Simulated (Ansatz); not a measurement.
HfN in space group Pm-3m (No. 221; Hf on 3c, N on 3d) under volume change, plane-wave PAW r²SCAN (Ansatz code), scaled uniformly.

| V (Å³/atom) | E − E(relaxed) (meV/atom) | P (GPa) |
|---|---|---|
| 12.960 | 85.1 | 22.99 |
| 13.388 | 35.8 | 14.15 |
| 13.815 | 8.5 | 6.55 |
| 14.242 | 0.0 | 0.00 |
| 14.669 | 7.7 | -5.64 |
| 15.097 | 29.4 | -10.49 |
| 15.524 | 63.1 | -14.67 |

Task: What does a third-order Birch–Murnaghan fit give for V₀, B₀ and B′?

Result: V₀ = 14.24 Å³/atom, B₀ = 202 GPa, B′ = 4.0.

The start of the workflow was typed in or built on a structure type; neither database checked (COD, Materials Project) lists it. It is not the phase usual at ambient conditions (space group No. 225). Symmetry was held in the r²SCAN relaxation; whether a distortion lowers the energy is not shown. No spin polarisation was allowed. Spin–orbit coupling is left out wherever it is not named.

Potentials: the earlier of the program's two PAW sets.
